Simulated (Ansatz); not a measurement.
## Be4Os: stable or not

The cell was found from a structure generator's guess, not taken from experiment.

All numbers below come from DFT PBE, scalar-relativistic, plane waves, PAW (Ansatz 0.2.0). Cutoff 420 eV, Γ-centred 14×14×14 mesh (5-atom cell), Gaussian smearing of 0.10 eV, no spin polarisation.

```yaml
crystal:
  lattice:
    - [-2.78245, 2.78245, 1.54629]
    - [2.78245, -2.78245, 1.54629]
    - [2.78245, 2.78245, -1.54629]
  atoms:
    - { symbol: Be, position: [0.20472, 0.38998, 0.59470] }
    - { symbol: Be, position: [0.61002, 0.20472, 0.81474] }
    - { symbol: Be, position: [0.38998, 0.79528, 0.18526] }
    - { symbol: Be, position: [0.79528, 0.61002, 0.40530] }
    - { symbol: Os, position: [0.00000, 0.00000, 0.00000] }
```

Energies over the elements count from the elements' standard structures at the same level, with no fitted energy shifts.

Question: These tests were run: energy against the elements; phonons at Γ. What do they show?

Answer:

| test | result |
| --- | --- |
| energy against the elements | −0.17 eV/atom |
| phonons at Γ | lowest optical mode 240 cm⁻¹ |

It fails none of these tests. Other phases of the system weren't compared here, so this isn't yet thermodynamic stability. Phonons away from Γ weren't computed.

Spin–orbit coupling, which can matter for Os, is left out. The run for the phonons used a 14×14×14 k mesh and Fermi–Dirac smearing of 0.15 eV.
